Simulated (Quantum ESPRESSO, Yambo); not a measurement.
Sr$_{2}$MoZnO$_{6}$ (space group Fm-3m, No. 225). The geometry is that of Materials Project entry mp-18829, symmetrised and not relaxed again. Chain: LDA (Quantum ESPRESSO, PseudoDojo norm-conserving, 84 Ry, scalar-relativistic); G0W0 in Yambo (2×2×2 Γ-centred k mesh, bands 6 to 209 and a 7 Ry block in the screening, 209 bands in G with the Bruneval-Gonze terminator, plasmon pole fitted at 27.2 eV); BSE (4×4×4 mesh, 20 valence and 6 conduction bands, static screening with 92 bands and a 3 Ry block, scissor 1.46 eV, Tamm-Dancoff).

The LDA gap (dense path) comes out as 2.04 eV. The LDA gap L → X on the GW mesh is 2.04 eV and the LDA smallest direct gap on the GW mesh, at X is 2.17 eV. The G0W0 direct gap at that point is 3.63 eV and the G0W0 correction to the gap L → X is 1.75 eV. The direct gap on the BSE mesh, with the scissor is 3.63 eV, the first BSE state allowed for light along x comes out as 3.18 eV and the lowest BSE state comes out as 2.83 eV. The binding of the lowest exciton comes out as 0.80 eV.

Rough cost of the Yambo steps against G0W0 for 6 states: BSE about 4×.

Nearest settings tried, and what they do to the gap: 141 bands in W, 141 bands in G: +95 meV; 3 Ry block (89 vectors against 307): +248 meV. Not varied: mesh. So the settings aren't converged at that level. Oxides, nitrides and fluorides with a shallow 3d shell are known to need far more bands and larger blocks. The k mesh is coarse. Among the k points computed, the smallest G0W0 gap is 3.56 eV, Γ → X. The BSE states are vertical excitations (zero momentum). Convergence of the binding with the mesh was not shown.

Spin-orbit splittings are left out.
